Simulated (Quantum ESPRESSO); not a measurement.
**Kohn-Sham bands of BaO (NiAs type)**

```
CELL_PARAMETERS angstrom
      3.81863     0.00000     0.00000
     -1.90932     3.30703     0.00000
      0.00000     0.00000     6.65420
ATOMIC_POSITIONS crystal
  Ba 0.33333 0.66667 0.25000
  Ba 0.66667 0.33333 0.75000
  O  0.00000 0.00000 0.50000
  O  0.00000 0.00000 0.00000
```

Cell from Materials Project (mp-1008500), symmetrised, no further relaxation. Not found in the COD (Crystallography Open Database) copy used, which has the formula in other groups; not checked further. Level: PBEsol, no spin polarisation, no spin-orbit coupling; pw.x of Quantum ESPRESSO at 68 Ry with PseudoDojo potentials, 6×6×4 k-points, Wannier90. Density: 12×12×6 mesh, cold smearing 0.01 Ry. Spin-orbit coupling is left out although heavy elements are present.

Q: List the Kohn-Sham levels between −8 and 5.4 eV relative to the valence-band maximum at the high-symmetry points, as a band run of pw.x on that density gives them (levels within 2 meV counted together).

A: 
```
point  k (reciprocal lattice)                                                       levels (eV)
-----  ----------------------  ----------------------------------------------------------------
Γ           0.000 0.000 0.000  -2.10, -0.94 (×2), -0.87 (×2), 0.00, 3.03, 3.77, 4.16, 5.21 (×2)
M           0.500 0.000 0.000        -2.02, -1.39, -1.09, -0.64, -0.25, -0.05, 2.44, 4.73, 4.95
K           0.333 0.333 0.000                   -1.02 (×2), -0.85, -0.81 (×2), -0.67, 4.10 (×2)
A           0.000 0.000 0.500                                 -1.24 (×2), -0.93 (×4), 3.96 (×2)
L           0.500 0.000 0.500          -1.09 (×2), -1.05 (×2), -0.82 (×2), 3.70 (×2), 5.39 (×2)
H           0.333 0.333 0.500          -1.83 (×2), -0.83 (×2), -0.07 (×2), 4.58 (×2), 5.32 (×2)
```
